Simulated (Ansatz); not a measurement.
Relaxed Pt (fcc, Cu type):

```yaml
crystal:
  lattice:
    - [0.00000, 3.94026, 3.94026]
    - [1.97013, 0.00000, 1.97013]
    - [1.97013, 1.97013, 0.00000]
  atoms:
    - { symbol: Pt, position: [0.00000, 0.00000, 0.00000] }
    - { symbol: Pt, position: [0.50000, 0.00000, 0.00000] }
```

The atoms are displaced by Q × the pattern below (from a DFPT mode at L = (0.5, 0.0, 0.0), largest move 1; Q in Å), at fixed cell. (q is in reciprocal vectors of the primitive cell; the cell shown is doubled to hold the pattern.)

```json
[
 {"atom": "Pt1", "x": "-0.577", "y": "0.577", "z": "0.577"},
 {"atom": "Pt2", "x": "0.577", "y": "-0.577", "z": "-0.577"}
]
```

The numbers are results of r2SCAN (plane waves to 500 eV, PAW, scalar-relativistic; Ansatz, an electronic-structure program), not measurements. k mesh 10×20×20 (Γ-centred), Fermi-Dirac smearing 0.05 eV. With partly filled bands, energies and forces of such displacements shift with the k mesh and the smearing. Pt is run without spin polarisation. Pt was relaxed with its symmetry unable to fall. Spin-orbit coupling is left out, though Pt is heavy.

At one point of the scan the forces (eV/Å) are:

```json
[
 {"atom": "Pt1", "Fx": "-1.315", "Fy": "1.315", "Fz": "1.315"},
 {"atom": "Pt2", "Fx": "1.315", "Fy": "-1.315", "Fz": "-1.315"}
]
```

Question: Which point is it?
(A) Q = -0.100 Å
(B) Q = -0.067 Å
(C) Q = -0.083 Å
(D) Q = -0.033 Å

Answer: C, Q = -0.083 Å

(A displaced cell: forces are minus the slopes of the energy, force constants its curvatures, and phonons follow from these.)
